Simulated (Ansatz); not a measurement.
A relaxed cell of Zr3TaZn is given with its symmetry left out. The cell was found from a structure generator's guess, not taken from experiment.

The calculation used DFT PBE, scalar-relativistic, plane waves, PAW (Ansatz). Cutoff 420 eV, Γ-centred mesh, Gaussian smearing, collinear spin.

```
CELL_PARAMETERS angstrom
4.90692 0.00000 0.00000
0.00000 4.90692 0.00000
0.00000 0.00000 4.90692
ATOMIC_POSITIONS crystal
Zr 0.00000 0.50000 0.50000
Zr 0.50000 0.00000 0.50000
Zr 0.50000 0.50000 0.00000
Ta 0.00000 0.00000 0.00000
Zn 0.50000 0.50000 0.50000
```

Energies over the elements count from the elements' standard structures at the same level, with no fitted energy shifts.

Task: Find its symmetry and describe it.

Result: Pm-3m (No. 221), the antiperovskite type. Conventional cell: a = 4.907 Å. Around Zr lie 2 Zn at 2.45 Å, 4 Ta at 3.47 Å and 8 Zr at 3.47 Å; around Ta lie 12 Zr at 3.47 Å; Zn is surrounded by 6 Zr at 2.45 Å.

Task: What is its formation energy per atom?

Result: +0.91 eV/atom. It can't be a ground state, since the elements alone are lower.

Task: Is it a metal?

Result: Yes, bands cross the Fermi level on the 8×8×8 mesh.

Task: Which magnetic moments does it keep?

Result: 0.00 μB per atom net, the space between the atoms included; by site: all under 0.1 μB.

The last run used collinear spin, an 8×8×8 mesh for its 5-atom cell and Gaussian smearing of 0.10 eV. Spin–orbit coupling, which can matter for Ta, is left out. Symmetry constrained the relaxation, so the result can be a saddle point.
